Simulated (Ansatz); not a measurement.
TiO₂ under strain — ⁴⁹Ti nuclear quadrupole resonance

Cell: a structure deposited in the COD, relaxed with PBE at fixed cell and then changed (z compressed by 1 %, ions relaxed).

```xyz
24
Lattice="5.1450 0.0000 0.0000 0.0000 9.1850 0.0000 0.0000 0.0000 5.3925" Properties=species:S:1:pos:R:3 pbc="T T T"
Ti    0.7140    1.1852    4.8776
Ti    3.2865    3.4073    0.5150
Ti    4.4310    5.7777    3.2112
Ti    1.8585    7.9998    2.1813
Ti    4.4310    7.9998    0.5150
Ti    1.8585    5.7777    4.8776
Ti    0.7140    3.4073    2.1813
Ti    3.2865    1.1852    3.2112
O     2.3853    2.1150    4.8034
O     4.9578    2.4775    0.5891
O     2.7597    6.7075    3.2854
O     0.1872    7.0700    2.1071
O     2.7597    7.0700    0.5891
O     0.1872    6.7075    4.8034
O     2.3853    2.4775    2.1071
O     4.9578    2.1150    3.2854
O     4.1992    0.0855    4.5794
O     1.6267    4.5070    0.8131
O     0.9458    4.6780    3.5094
O     3.5183    9.0995    1.8832
O     0.9458    9.0995    0.8131
O     3.5183    4.6780    4.5794
O     4.1992    4.5070    1.8832
O     1.6267    0.0855    3.5094
```

Sites (sets of like atoms) are named by element and the number of their first atom in this list.

Computed with Ansatz: DFT, PBE, plane waves and PAW, scalar-relativistic, 420 eV cutoff, Γ-centred 5×3×5 k-points, Fermi–Dirac smearing 0.02 eV.

⁴⁹Ti: I = 7/2, Q = 247.0 mb (year-2017 value). Static lattice, zero field.

Problem. The simulated lines lie at 1.61, 1.66, 2.55, 3.27 MHz. What are |C_Q|, η and |V_zz| at Ti?

Solution. For I = 7/2 and η = 0 the lines are |C_Q|/14 times 1, 2 and 3; η shifts the lowest up most. At large η the states mix, and weaker lines appear at sums of the main ones; lines under 5 % of the strongest are left out. Here |C_Q| = 12.4 MHz, η = 0.61 and |V_zz| = 2.07 × 10²¹ V/m². The calculation gives V_zz positive; the lines don't show the sign. The site has 6 O at 1.85–2.05 Å.

At this changed cell the PBE pressure is 7 GPa.

The relaxation (4 steps) took 45 s of wall time (2.9 min of CPU time) and 1.2 GiB at its peak, on 4 threads of Arm Neoverse V2 (aarch64; 8 cores open to the job, memory cap 8.0 GiB, no GPU), a shared host with a load of 0.9 a core.
